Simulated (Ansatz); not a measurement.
As in space group P6_3/mmc (No. 194; As on 4f) at seven volumes, r²SCAN in the plane-wave PAW code Ansatz, shape and atoms relaxed at each. One row is withheld.

```tsv
V (Å³/atom)	P (GPa)
23.784	4.98
24.568	3.10
25.352	1.41
26.136	0.00
26.920	-1.15
27.704	?
28.488	-3.13
```

Problem. Fit the shown pressures and predict the withheld one.

Solution. Third-order Birch–Murnaghan: P = (3/2)B₀(x^(7/2) − x^(5/2))[1 + (3/4)(B′ − 4)(x − 1)] with x = (V₀/V)^(2/3). Least squares on the six rows gives V₀ = 26.151 Å³/atom, B₀ = 43.36 GPa, B′ = 4.05. At V = 27.704, x = 0.9623 and P = -2.23 GPa. The run itself gave -2.17 GPa.

A made-up cell: these elements were put on the sites of a structure type; neither database checked (COD, Materials Project) lists it. It is not the phase usual at ambient conditions (space group No. 166). Symmetry was held in the r²SCAN relaxation; its stability against distortions is not shown here.

Potentials: the earlier of the program's two PAW sets. The files were generated under PBE; for other functionals the program regenerates the frozen cores, and for LDA and PBEsol the local potential too.
